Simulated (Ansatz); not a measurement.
Relaxed-ion elastic tensor of WS2 in space group R3m (No. 160; W on 3a, S on 3a, S on 3a) in GPa (Voigt order), plane-wave PAW LDA (Ansatz code); density 8.01 g/cm³, 17.14 Å³ per atom.

```
 263  58.1  14.6   4.4   0.0   0.0
58.1   263  14.6  -4.4   0.0   0.0
14.6  14.6  43.9   0.0   0.0   0.0
 4.4  -4.4   0.0  19.6   0.0   0.0
 0.0   0.0   0.0   0.0  19.6   4.4
 0.0   0.0   0.0   0.0   4.4   103
```

Question: Is the crystal mechanically stable?

Answer: Yes: the smallest eigenvalue of C is 19.4 GPa.

Question: Work out the Voigt, Reuss and Hill averages.

Answer: K_V = 82.7, K_R = 39.0, K_H = 60.9; G_V = 60.6, G_R = 31.5, G_H = 46.0 GPa.

Question: Give Young's modulus, Poisson's ratio, Pugh's ratio and the universal anisotropy index.

Answer: E = 9KG/(3K + G) = 110 GPa; ν = 0.20; K/G = 1.32 (brittle by the Pugh limit of 1.75); A_U = 5G_V/G_R + K_V/K_R − 6 = 5.74.

Question: Estimate the sound speeds and the Debye temperature.

Answer: v_l = √((K + 4G/3)/ρ) = 3910 m/s, v_t = √(G/ρ) = 2400 m/s, mean 2650 m/s; Θ = (h/k)(3n/4πV)^(1/3) v_m = 306 K.

Question: How much does each axis shrink under pressure?

Answer: Linear compressibilities β_i = Σ_j S_ij (j = 1 to 3): x 2.1, y 2.1, z 21 per TPa.

The first step of the workflow began from a Materials Project structure, measured or hypothetical; the Crystallography Open Database files this formula in space group No. 160, but the cells were not matched. It is not the phase usual at ambient conditions (space group No. 194). The cell was relaxed with LDA under the symmetry of its start; its stability against distortions is not shown here. The run is not spin-polarised. A crystal of weakly bound layers computed without a dispersion correction: the cell and the soft elastic constants depend strongly on that. Spin–orbit coupling is left out wherever it is not named.

Potentials: the earlier of the program's two PAW sets. The files were generated under PBE; for other functionals the program regenerates the frozen cores, and for LDA and PBEsol the local potential too.
